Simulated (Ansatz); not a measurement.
## Zone-centre phonons of MnPt: input and output

Method: DFT PBEsol, scalar-relativistic, plane waves, PAW in Ansatz.

Launched with:
```bash
ansatz run input.yaml --threads 1 --pin off --max-ram 3072MiB --backend cpu --events-out ev --progress --plain --runs-dir out
```

Input (bare energies are in eV):
```yaml
crystal:
  lattice:
    - [2.8693309362, 0.0, 0.0]
    - [0.0, 2.8693309362, 0.0]
    - [0.0, 0.0, 3.4963101569]
  atoms:
    - { symbol: Mn, position: [0.0, 0.0, 0.0], spin: 4.08 }
    - { symbol: Pt, position: [0.5, 0.5, 0.5], spin: 0.47 }
basis:
  ecutwfc: 420
kpoints:
  mp_grid: { grid: [14, 14, 12] }
hamiltonian:
  xc: pbesol
scf:
  occupations: { method: gaussian, width: 0.2 }
output:
  eigenvalues: true
  populations: true
magnetization:
  spin_polarized: true
phonons:
  method: dfpt
  eigenvectors: true
```

The end of the output:
```
--- Phonons (Γ-DFPT): 4 representative perturbations + reference, on 448 of 2352 k-points (Σ response iterations 12) ---
  k mesh reduced under 8 symmetry operations, with k and −k counted as one. Each operation leaves every solved displacement unchanged or reverses it
  ASR residual: 7.470e-5 → 0.000e0 eV/Å²; symmetrization residual: 7.877e-6 eV/Å²
  ASR residual per site (eV/Å²): 2.85e-5 7.47e-5
  Γ frequencies (cm⁻¹): 0.00 0.00 0.00 182.32 182.32 227.35
  non-analytic LO–TO correction: not included (Born effective charges unavailable; polar crystals: no LO–TO splitting at Γ)
--- Löwdin populations: 2 sites ---
  site symbol q [e]    m [muB]
     0     Mn     14.5250     3.8885
     1     Pt     18.0964     0.4113
  spilling = 0.011471 (of n_electrons = 33.000000)
```

The run took 4.3 min on 1 thread of Arm Neoverse V1, on a shared host, peak memory 1.5 GiB.

In a metal, frequencies and elastic constants depend on the k mesh and the smearing, soft modes and shear constants most. Spin–orbit coupling is left out, which matters for heavy elements.